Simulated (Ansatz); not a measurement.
Data:

Zr (hcp, Mg type)

```
Zr
1.0
    3.24602     0.00000     0.00000
   -1.62301     2.81113     0.00000
    0.00000     0.00000     5.15071
Zr
2
Cartesian
  0.00000   1.87409   3.86303
  1.62301   0.93704   1.28768
```

This relaxed cell (volume V₀) is scaled evenly in all directions, its shape held. Symmetry pins the atoms to their sites.

Level of theory: r2SCAN (plane waves to 500 eV, PAW, scalar-relativistic; Ansatz, a first-principles code). k mesh 16×16×9 (Γ-centred), Fermi-Dirac smearing 0.05 eV. E stands for the smeared free energy. Compression counts positive. With the shape held, the modulus is that of even scaling; a crystal free to change shape is softer. Zr is run without spin polarisation. Zr was relaxed with its symmetry unable to fall. The zero of ΔE is the relaxed starting cell.

The scan covers V/V₀ from 0.900 to 1.100 in 9 points.

**Question.** What is ΔE at V/V₀ = 0.900?

**Answer.** 81 meV/atom.

**Question.** What pressure does the cell carry at V/V₀ = 0.900?

**Answer.** 11.9 GPa.

**Question.** What is ΔE at V/V₀ = 1.100?

**Answer.** 61 meV/atom.

(A scan under strain: stresses follow from slopes of the energy per volume, elastic moduli from its curvatures.)
